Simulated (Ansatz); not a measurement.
Relaxed NbSi₂ (CrSi2 type, space group P6_222):

```
CELL_PARAMETERS angstrom
      4.81046     0.00000     0.00000
     -2.40523     4.16598     0.00000
      0.00000     0.00000     6.61846
ATOMIC_POSITIONS crystal
  Nb 0.50000 0.00000 0.00000
  Nb 0.50000 0.50000 0.33333
  Nb 0.00000 0.50000 0.66667
  Si 0.15931 0.31861 0.00000
  Si 0.84069 0.15931 0.33333
  Si 0.68139 0.84069 0.66667
  Si 0.84069 0.68139 0.00000
  Si 0.15931 0.84069 0.33333
  Si 0.31861 0.15931 0.66667
```

The atoms are displaced by Q × the pattern below (from a DFPT mode at Γ, largest move 1; Q in Å), at fixed cell. It is one choice among 2 degenerate patterns.

```csv
atom,x,y,z
Nb1,0.000,0.395,0.000
Nb2,0.000,0.396,0.000
Nb3,0.000,0.396,0.000
Si4,0.000,-1.000,0.000
Si5,0.299,-0.482,0.751
Si6,-0.299,-0.482,0.751
Si7,0.000,-1.000,0.000
Si8,0.299,-0.482,-0.751
Si9,-0.299,-0.482,-0.751
```

Level of theory: PBE (plane waves to 420 eV, PAW, scalar-relativistic; Ansatz, a quantum-chemistry and plane-wave program). k mesh 11×11×7 (Γ-centred), Fermi-Dirac smearing 0.05 eV. The energy includes the smearing's −TS. With partly filled bands, energies and forces of such displacements shift with the k mesh and the smearing. NbSi2 is run without spin polarisation. NbSi2 was relaxed with its symmetry unable to fall. The zero of ΔE is the undisplaced structure. The last digit holds for this mesh only.

| Q (Å) | ΔE (meV/cell) |
|---|---|
| -0.180 | 629.1 |
| -0.150 | 436.5 |
| -0.120 | 279.2 |
| -0.090 | withheld |
| -0.060 | 69.8 |
| -0.030 | 17.4 |
| 0.000 | 0.0 |
| 0.030 | 17.4 |
| 0.060 | 69.8 |
| 0.090 | withheld |
| 0.120 | 279.2 |
| 0.150 | 436.5 |
| 0.180 | 629.1 |

Question: Fit an even polynomial form (powers 2, 4) to the given rows and predict ΔE at Q = 0.090.

Answer: Least squares on the 11 given rows: ΔE = (19370)·Q² + (1531)·Q⁴, in meV/cell with Q in Å; root-mean-square residual 0.07 meV/cell. At 0.090 the fit gives 157.0 meV/cell; the calculation gives 157.0 meV/cell, the same to the digits shown. The quadratic term alone would give 156.9 meV/cell.

(A displaced cell: forces are minus the slopes of the energy, force constants its curvatures, and phonons follow from these.)
